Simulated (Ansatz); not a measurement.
CdSn2O:
```
CELL_PARAMETERS angstrom
      1.97347     1.13938     7.48004
     -1.97347     1.13938     7.48004
      0.00000    -2.27876     7.48004
ATOMIC_POSITIONS crystal
  Cd 0.97052 0.97052 0.97052
  O  0.86802 0.86802 0.86802
  Sn 0.52386 0.52386 0.52386
  Sn 0.38758 0.38758 0.38758
```

Relaxed with PBE. Special points in fractions of this cell's reciprocal vectors: Γ (0.000, 0.000, 0.000); T (0.500, 0.500, 0.500); H2 (0.818, 0.182, 0.500); H0 (0.500, -0.182, 0.182); L (0.500, 0.000, 0.000); S0 (0.341, -0.341, 0.000); S2 (0.659, 0.000, 0.341); F (0.500, 0.000, 0.500).

**Question.** List the band energies nearest the Fermi level at these points for the program Ansatz at the PBE level (PAW).

**Answer.** In eV from the Fermi level; about four levels below and three above (degenerate sets whole), none deeper than 8.9 eV; points with the same levels are listed once.

```csv
k,below,above
Γ,-5.28 -4.16 -4.16 -2.04,2.93 3.11 3.11
T,-4.84 -4.16 -4.16 -2.01,0.58 3.06 3.06
H2,-4.26 -2.80 -1.86 -1.48,0.10 1.11 1.80
L,-4.25 -3.60 -2.65 -0.89,1.30 1.36 1.58
S0,-4.27 -2.81 -1.90 -1.50,0.09 1.30 1.67
F,-4.61 -3.06 -1.98 -0.97,0.67 1.35 1.67
```

Space group R3m. The start of the workflow was typed in or built on a structure type; neither database checked (COD, Materials Project) lists it. Its standing as an ambient phase is unchecked. Symmetry was held in the PBE relaxation; its stability against distortions is not shown here. The volume moved by 29 % from the start of the relaxation. Scalar-relativistic: spin–orbit coupling is off unless named, which matters more the heavier the elements.

Potentials: the earlier of the program's two PAW sets.
